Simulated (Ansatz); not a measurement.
Cell and atoms are relaxed with the symmetry kept. Start:

Space group P-6m2 (No. 187). a = 2.950 Å, b = 2.950 Å, c = 2.898 Å, α = 90.00°, β = 90.00°, γ = 120.00°
```csv
atom,site,symmetry,x,y,z
Ta,1d,-6m2,0.3333,0.6667,0.5000
N,1a,-6m2,0.0000,0.0000,0.0000
```

Theory: DFT PBEsol, scalar-relativistic, plane waves, PAW (Ansatz).

Cutoff 420 eV; k points 18×18×14 on the computed 2-atom cell (Γ-centred); Gaussian smearing, width 0.10 eV; no spin polarisation.

**Question.** What does it relax to?

**Answer.** The volume decreases by 0.29 Å³/atom to 10.63 Å³/atom, and the energy falls by 8.8 meV/atom. Final structure:
```yaml
crystal:
  lattice:
    - [2.92399, 0.00000, 0.00000]
    - [-1.46200, 2.53225, 0.00000]
    - [0.00000, 0.00000, 2.87073]
  atoms:
    - { symbol: Ta, position: [0.33333, 0.66667, 0.50000] }
    - { symbol: N, position: [0.00000, 0.00000, 0.00000] }
```

Course of the relaxation (steps run on the plane waves of an earlier cell, and the basis is chosen afresh near the end, so energy and pressure can step there; trial steps that raised the energy were taken back; energies are free energies):

```tsv
step	E − E_final (meV/atom)	P (GPa)	V (Å³/atom)
1	8.8	-9.34	10.92
2	3.5	6.48	10.44
3	-0.5	0.09	10.63
4	-0.7	-0.08	10.63
5	-0.7	0.00	10.63
6	0.0	-0.12	10.63
7	0.0	0.00	10.63
8	0.0	0.00	10.63
```

Spin–orbit coupling is left out, which can shift energies with elements as heavy as these.

Cost: 1 run of about 1 core-minutes, on Arm Neoverse V2 (shared hosts).